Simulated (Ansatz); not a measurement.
A 14-atom cell of SiC5N8 built on β-Si3N4 (relaxed group Pm) at its r2SCAN geometry, run in Ansatz at 2 levels of theory. The cell comes from a prototype generator: it can be a known phase or a hypothetical one. Spin polarisation is off.

The r2SCAN input:
```yaml
crystal:
  lattice:
    - [6.7246709876, 0.0, 0.0528885511]
    - [0.0, 2.4927016421, 0.0]
    - [-3.3167173042, 0.0, 5.6537100002]
  atoms:
    - { symbol: C, position: [0.5751256592, 0.5, 0.8034234727] }
    - { symbol: Si, position: [0.8298026906, 0.0, 0.227817192] }
    - { symbol: C, position: [0.7665090019, 0.0, 0.6006826061] }
    - { symbol: C, position: [0.2422291799, 0.5, 0.4121279296] }
    - { symbol: C, position: [0.1754045296, 0.5, 0.7725133154] }
    - { symbol: C, position: [0.402114669, 0.0, 0.1860336431] }
    - { symbol: "N", position: [0.3252423251, 0.5, 0.6608189823] }
    - { symbol: "N", position: [0.656670159, 0.0, 0.3426523349] }
    - { symbol: "N", position: [0.7113673546, 0.5, 0.6845812904] }
    - { symbol: "N", position: [0.6380366702, 0.0, 0.9395992639] }
    - { symbol: "N", position: [0.0293542505, 0.0, 0.6923204759] }
    - { symbol: "N", position: [1.0036799753, 0.5, 0.2870521643] }
    - { symbol: "N", position: [0.3239298503, 0.0, 0.3536205029] }
    - { symbol: "N", position: [0.320533685, 0.5, 0.0367568265] }
kpoints:
  mp_grid: { grid: [4, 10, 4] }
  band_path:
    path:
      - [0.0, 0.0, 0.0]
      - [0.0, 0.5, 0.0]
      - [0.5, 0.5, 0.0]
      - [0.5, 0.0, 0.0]
      - [0.0, 0.0, 0.5]
      - [0.0, 0.5, 0.5]
      - [-0.5, 0.5, 0.5]
      - [-0.5, 0.0, 0.5]
      - [-0.010417, 0.0, 0.010417]
      - [0.0, 0.453125, 0.0]
    npoints: 1
hamiltonian:
  xc: r2scan
scf:
  occupations: { method: fixed }
  n_extra_bands: 7
output:
  forces: true
  stress: true
  eigenvalues: true
```

Main results, then, where recorded, the levels near the gap in eV from the Fermi energy (columns number the bands from 0), one row a point of the path (Γ, Z, D, B, A, E, C₂, Y₂, Y₂–Γ (0.98), Γ–Z (0.91)):
```
Crystal: 14 atoms, lattice volume = 95.208 Å³
Symmetry: 2 space group operations
Space group: Pm (ITA 6)
```
```
Basis set: ecut = 500 eV, 2401 PW (Γ)
k-points: 60 of 160 (time reversal used)
SCF 1 converged in 8 iterations: F = -4970.308772 eV  dr2 = 1.75e-8
Free energy (F): -4970.308772 eV
Fermi energy:    11.498449 eV
--- Forces (eV/Å), atoms counted from 1 ---
  atom   1  C     -0.00037      0.00000      0.00080
  atom   2  Si    -0.00071      0.00000    -0.00118
  atom   3  C     -0.00040      0.00000    -0.00005
  atom   4  C     -0.00060      0.00000      0.00236
  atom   5  C       0.00014      0.00000    -0.00023
  atom   6  C     -0.00043      0.00000    -0.00011
  atom   7  N       0.00012      0.00000    -0.00219
  atom   8  N       0.00129      0.00000      0.00033
  atom   9  N       0.00054      0.00000    -0.00013
  atom  10  N       0.00052      0.00000      0.00043
  atom  11  N     -0.00042      0.00000      0.00112
  atom  12  N       0.00004      0.00000    -0.00154
  atom  13  N       0.00029      0.00000    -0.00011
  atom  14  N     -0.00001      0.00000      0.00044
--- Stress (GPa, compression-positive) ---
        0.012365       0.000000      -0.008019
        0.000000       0.006725       0.000000
       -0.008019       0.000000       0.010522
  P = ⅓ Tr σ = 0.0099 GPa (0.099 kbar)
```
```tsv
band_29	band_30	band_31	band_32	band_33	band_34
-0.824	-0.358	0.000	3.446	3.724	4.259
-2.436	-2.435	-2.047	3.320	3.961	3.984
-2.285	-1.948	-1.703	3.358	3.872	4.674
-0.804	-0.249	-0.060	3.875	4.043	4.190
-1.131	-0.215	-0.037	3.811	3.969	4.040
-2.124	-1.968	-1.792	3.350	4.058	4.780
-2.469	-1.902	-1.527	3.505	4.459	4.611
-0.955	-0.247	-0.045	3.667	4.156	4.372
-0.824	-0.358	0.000	3.447	3.725	4.259
-2.503	-2.379	-1.772	3.314	3.909	4.239
```

The r2SCAN gap is indirect, 3.31 eV (Γ to Γ–Z (0.91 of the way from Γ)), below the direct gap of 3.45 eV at Γ. The lowest empty level at E lies only 36 meV higher, so the place of the conduction bottom isn't settled.

Task: In the first input these blocks are replaced (the band path and keys that only write files left aside):
```yaml
kpoints:
  mp_grid: { grid: [4, 6, 4] }
hamiltonian:
  xc: hse06
```
What comes out?

Result:
```
Basis set: ecut = 420 eV, 1855 PW (Γ)
k-points: 40 of 96 (time reversal used)
SCF 1 stopped early in 5 iterations: F = -4955.945396 eV  dr2 = 4.82e-5
Exchange kernel: α = 0.2500, screened, ω = 0.2079 Å⁻¹, Wigner–Seitz truncation, v(0) = 1040.2692 eV·Å³, q-mesh 4×6×4
SCF 2 stopped early in 7 iterations: F = -4955.908500 eV  dr2 = 7.21e-6
hybrid outer 1: dexx = +3.226e-2 eV, tail = 9.64e-5 eV
SCF 3 converged in 5 iterations: F = -4955.908700 eV  dr2 = 6.35e-9
hybrid outer 2: dexx = +2.390e-6 eV, tail = 4.49e-8 eV, Δε = 2.94e-3 eV, ΔF = 3.49e-3 eV/Å
Free energy (F): -4955.908701 eV
Fermi energy:    10.821609 eV
--- Forces (eV/Å), atoms counted from 1 ---
  atom   1  C       0.01973      0.00000      0.02108
  atom   2  Si    -0.05172      0.00000      0.06924
  atom   3  C       0.06681      0.00000      0.04373
  atom   4  C       0.10371      0.00000    -0.01359
  atom   5  C       0.00035      0.00000    -0.03920
  atom   6  C       0.07114      0.00000    -0.07764
  atom   7  N     -0.02109      0.00000      0.04331
  atom   8  N     -0.26080      0.00000      0.07097
  atom   9  N       0.02203      0.00000    -0.09499
  atom  10  N       0.01964      0.00000    -0.31320
  atom  11  N     -0.00439      0.00000      0.04639
  atom  12  N       0.17016      0.00000      0.11896
  atom  13  N     -0.16147      0.00000      0.01118
  atom  14  N       0.02583      0.00000      0.11372
--- Stress (GPa, compression-positive) ---
       -5.293394       0.000000      -0.137395
        0.000000      -5.247918       0.000000
       -0.137403       0.000000      -5.127974
  P = ⅓ Tr σ = -5.2231 GPa (-52.231 kbar)
```
```tsv
band_29	band_30	band_31	band_32	band_33	band_34
-0.871	-0.326	0.000	4.592	4.924	5.448
-2.595	-2.558	-2.180	4.282	5.049	5.120
-2.421	-2.012	-1.821	4.319	5.077	5.844
-0.833	-0.234	-0.054	5.047	5.206	5.347
-1.149	-0.201	-0.030	4.997	5.131	5.239
-2.264	-2.058	-1.899	4.351	5.262	5.919
-2.581	-1.992	-1.634	4.631	5.592	5.626
-0.983	-0.232	-0.036	4.855	5.330	5.555
-0.872	-0.326	0.000	4.592	4.925	5.448
-2.610	-2.532	-1.880	4.284	5.023	5.349
```
HSE06 gives an indirect gap of 4.28 eV, from Γ to Z; the least direct gap is 4.59 eV at Γ. The lowest empty level at D lies only 37 meV higher, so the place of the conduction bottom isn't settled. The mean pressure at these positions is -5.2 GPa, compression counted positive. (The program warns that its thresholds are loose for a hybrid's stress.)

Small level splittings and stresses of the hybrids carry the error of their coarser meshes.

Totals of different functionals can't be compared.
